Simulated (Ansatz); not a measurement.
Values for one crystal, relaxed and computed with plane-wave PAW PBEsol (Ansatz code); other levels are named.

| Item | Value |
|---|---|
| Volume per atom | 26.04 Å³ |
| Electronic character | metallic (no gap) |
| Bulk modulus (Birch–Murnaghan fit) | 61.9 GPa |
| Pressure derivative B′ | 5.1 |
| Gap with spin–orbit coupling | none (metallic) |
| Formation energy from the elements (no fitted shifts) | -0.17 eV/atom |
| Density of states at the Fermi level | 0.61 states/eV per atom (mean over ±0.08 eV) |

### Question
Which compound is it?
A. TiS2, Fd-3m (Ti on 16c, S on 32e)
B. HfN, CsCl type
C. ZrSi, Cmcm (Zr on 4c, Si on 4c)
D. InAgTe2, R-3m (In on 3b, Ag on 3a, Te on 6c)

### Answer
D, InAgTe2, R-3m (In on 3b, Ag on 3a, Te on 6c)

The first step of the workflow began from a Materials Project structure, measured or hypothetical; the Crystallography Open Database copy checked does not list it. COD files the formula under space group No. 122, so this cell is another polymorph or a model. With In and Ag taken as one species the cell has the higher symmetry Fm-3m, so it may be an ordered model of a mixed-site phase. Its standing as an ambient phase is unchecked. The PBEsol relaxation kept the symmetry of its start; whether a distortion lowers the energy is not shown. The run is not spin-polarised. The references are the lowest solids computed at this level, not always the standard phases. Scalar-relativistic: spin–orbit coupling is off unless named, which matters more the heavier the elements.

Potentials: the later of the program's two PAW sets.
